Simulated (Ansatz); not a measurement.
GaSb:
```
GaSb
1.0
    0.00000     2.87004     2.87004
    2.87004     0.00000     2.87004
    2.87004     2.87004     0.00000
Sb Ga
1 1
Direct
  0.00000   0.00000   0.00000
  0.50000   0.50000   0.50000
```

Relaxed with r²SCAN.

Problem. Map the electron localisation function on the plane through (0.000, 0.000, 0.000) spanned by u = [1, 0, 0] and v = [0, 1, -1] in lattice vectors, from DFT-r²SCAN in the program Ansatz with PAW potentials.

Solution. x is the fraction of u, y of v (the angle between them is 90°; rows are the nearest grid lines); atoms in the plane: Sb at (0.00, 0.00), Ga at (0.50, 0.50).
```
y \ x  0.000  0.100  0.200  0.250  0.350  0.450  0.550  0.650  0.750  0.800  0.900   1.00
-----  -----  -----  -----  -----  -----  -----  -----  -----  -----  -----  -----  -----
1.00   0.156  0.057  0.328  0.421  0.463  0.167  0.167  0.463  0.421  0.328  0.057  0.156
0.900  0.057  0.146  0.394  0.474  0.487  0.239  0.239  0.487  0.474  0.394  0.146  0.057
0.850  0.172  0.278  0.456  0.539  0.503  0.320  0.320  0.503  0.539  0.456  0.278  0.172
0.750  0.421  0.474  0.598  0.602  0.417  0.288  0.288  0.417  0.602  0.598  0.474  0.421
0.700  0.486  0.536  0.582  0.534  0.317  0.274  0.274  0.317  0.534  0.582  0.536  0.486
0.600  0.309  0.352  0.406  0.327  0.243  0.058  0.058  0.243  0.327  0.406  0.352  0.309
0.550  0.167  0.239  0.343  0.289  0.182  0.015  0.015  0.182  0.289  0.343  0.239  0.167
0.450  0.167  0.239  0.343  0.289  0.182  0.015  0.015  0.182  0.289  0.343  0.239  0.167
0.400  0.309  0.352  0.406  0.327  0.243  0.058  0.058  0.243  0.327  0.406  0.352  0.309
0.300  0.486  0.536  0.582  0.534  0.317  0.274  0.274  0.317  0.534  0.582  0.536  0.486
0.250  0.421  0.474  0.598  0.602  0.417  0.288  0.288  0.417  0.602  0.598  0.474  0.421
0.150  0.172  0.278  0.456  0.539  0.503  0.320  0.320  0.503  0.539  0.456  0.278  0.172
0.100  0.057  0.146  0.394  0.474  0.487  0.239  0.239  0.487  0.474  0.394  0.146  0.057
0.000  0.156  0.057  0.328  0.421  0.463  0.167  0.167  0.463  0.421  0.328  0.057  0.156
```

The density is the valence pseudo-density with augmentation charge, so density and ELF within about 1 Å of a nucleus are not all-electron values.

Space group Fm-3m (rock salt). The start of the workflow was typed in or built on a structure type; neither database checked (COD, Materials Project) lists it. It is not the phase usual at ambient conditions (space group No. 216). The cell was relaxed with r²SCAN under the symmetry of its start; its stability against distortions is not shown here. Spin–orbit coupling is left out wherever it is not named.

Potentials: the earlier of the program's two PAW sets.
